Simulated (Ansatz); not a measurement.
Na (hcp (Mg type), P6_3/mmc) under volume change, plane-wave PAW r²SCAN (Ansatz code), shape and atoms relaxed at each volume.

| V (Å³/atom) | E − E(relaxed) (meV/atom) | P (GPa) |
|---|---|---|
| 34.355 | 7.8 | 0.85 |
| 35.488 | 3.0 | 0.53 |
| 36.620 | 0.3 | 0.25 |
| 37.753 | 0.0 | 0.00 |
| 38.885 | 0.2 | -0.21 |
| 40.018 | … | … |
| 41.151 | … | … |

Problem. What belongs in the gaps?

Solution. 
- 41.151, E − E(relaxed) (meV/atom): 5.8
- 41.151, P (GPa): -0.56
- 40.018, E − E(relaxed) (meV/atom): 2.4
- 40.018, P (GPa): -0.40

Problem. What does a third-order Birch–Murnaghan fit give for V₀, B₀ and B′?

Solution. V₀ = 37.76 Å³/atom, B₀ = 7.6 GPa, B′ = 3.6.

The workflow started from a Materials Project entry (that database holds measured and hypothetical structures alike); the Crystallography Open Database files this formula in space group No. 194, but the cells were not matched. It is not the phase usual at ambient conditions (space group No. 229). The cell keeps a stress of up to 0.2 GPa. Symmetry was held in the r²SCAN relaxation; of distortions, only those at the zone centre were tested.

Potentials: the later of the program's two PAW sets.
